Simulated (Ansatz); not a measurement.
Si2Mo:
Space group I4/mmm (No. 139); a = 3.217 Å, b = 3.217 Å, c = 7.873 Å, α = 90.00°, β = 90.00°, γ = 90.00°

```csv
atom,site,symmetry,x,y,z
Mo,2a,4/mmm,0.0000,0.0000,0.0000
Si,4e,4mm,0.0000,0.0000,0.3351
```
(The calculation used a cell of 3 atoms; values per cell refer to that cell.)

Relaxed with PBE.

Q: Decompose the optical modes at the zone centre into irreducible representations, and say which are infrared and Raman allowed.

A: Point group 4/mmm: Γ_opt = A1g + A2u + Eg + Eu. Infrared: A2u, Eu. Raman: A1g, Eg.

Q: Assign frequencies (DFPT, plane-wave PAW PBE (Ansatz code)).

A: Eu 267, A2u 308, Eg 320, A1g 424 cm⁻¹.

Symmetry was held in the PBE relaxation; of distortions, only those at the zone centre were tested. The run is not spin-polarised. As this level gives no gap, phonon frequencies hold no LO–TO term and depend on the k-mesh and smearing (Fermi–Dirac, 0.1 eV here).

Potentials: the later of the program's two PAW sets.
